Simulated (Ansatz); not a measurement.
Here is the system:

Relaxed ZnAu (CsCl type):

```
ZnAu
1.0
    6.19172     0.00000     0.00000
    0.00000     3.09586     0.00000
    0.00000     0.00000     3.09586
Zn Au
2 2
Direct
  0.25000   0.50000   0.50000
  0.75000   0.50000   0.50000
  0.00000   0.00000   0.00000
  0.50000   0.00000   0.00000
```

The atoms are displaced by Q × the pattern below (from a DFPT mode at X = (0.5, 0.0, 0.0), largest move 1; Q in Å), at fixed cell. It is one choice among 2 degenerate patterns. (q is in reciprocal vectors of the primitive cell; the cell shown is doubled to hold the pattern.)

```json
[
 {"atom": "Au3", "x": "0.000", "y": "0.000", "z": "-1.000"},
 {"atom": "Au4", "x": "0.000", "y": "0.000", "z": "1.000"}
]
```

Atoms not listed stay in place.

Level of theory: LDA (plane waves to 420 eV, PAW, scalar-relativistic; Ansatz, an electronic-structure program). k mesh 8×15×15 (Γ-centred), Fermi-Dirac smearing 0.05 eV. Energies are smeared free energies. With partly filled bands, energies and forces of such displacements shift with the k mesh and the smearing. Spin-orbit coupling is left out, though Au is heavy. ZnAu was relaxed with its symmetry unable to fall. The zero of ΔE is the undisplaced structure.

The scan covers Q from -0.100 to 0.100 Å in 13 points.

**Question.** Which space group does the distorted structure have?

**Answer.** Pmma (No. 51), lowered from Pm-3m.

**Question.** Is this a single well or a double well?

**Answer.** A single well with its minimum at or next to zero displacement.

**Question.** What is the energy change at Q = 0.100 Å?

**Answer.** 25.9 meV/cell.

**Question.** What harmonic wavenumber does the curvature at Q = 0 give?

**Answer.** 59 cm⁻¹.

(A displaced cell: forces are minus the slopes of the energy, force constants its curvatures, and phonons follow from these.)
